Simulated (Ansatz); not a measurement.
Al2W:
```
CELL_PARAMETERS angstrom
      0.00000     4.13666     4.44567
      2.46034     0.00000     4.44567
      2.46034     4.13666     0.00000
ATOMIC_POSITIONS crystal
  Al 0.08302 0.41698 0.08302
  Al 0.41698 0.08302 0.41698
  Al 0.16698 0.83302 0.16698
  Al 0.83302 0.16698 0.83302
  W  0.75000 0.75000 0.75000
  W  0.50000 0.50000 0.50000
```

Relaxed with PBEsol. Special points in fractions of this cell's reciprocal vectors: Γ (0.000, 0.000, 0.000); Y (0.500, 0.000, 0.500); T (1.000, 0.500, 0.500); Z (0.500, 0.500, 0.000); Σ0 (0.000, 0.415, 0.415); U0 (1.000, 0.585, 0.585); C0 (0.500, 0.238, 0.738); A0 (0.500, 0.762, 0.262); L (0.500, 0.500, 0.500).

### Question
List the band energies nearest the Fermi level at these points for PBEsol with spin–orbit coupling in the plane-wave PAW code Ansatz.

### Answer
In eV from the Fermi level; about four levels below and three above (degenerate sets whole), none deeper than 8.9 eV; points with the same levels are listed once.

```
k                     below                above
--  -----------------------  -------------------
Γ   -0.78 -0.78 -0.48 -0.48  0.58 0.58 1.43 1.43
Y   -0.88 -0.88 -0.88 -0.88  0.94 0.94 0.94 0.94
T   -0.73 -0.73 -0.73 -0.73  0.66 0.66 0.66 0.66
Z   -0.46 -0.46 -0.46 -0.46  0.69 0.69 0.69 0.69
Σ0  -0.55 -0.55 -0.26 -0.26  0.54 0.54 0.67 0.67
C0  -0.51 -0.51 -0.37 -0.37  1.17 1.17 1.20 1.20
L   -0.76 -0.76 -0.24 -0.24  1.01 1.01 1.40 1.40
```

Space group Fddd. The start of the workflow was typed in or built on a structure type; neither database checked (COD, Materials Project) lists it. Whether it is the stable phase at ambient conditions was not checked. The cell was relaxed with PBEsol under the symmetry of its start; its stability against distortions is not shown here. The run is not spin-polarised.

Potentials: the later of the program's two PAW sets.
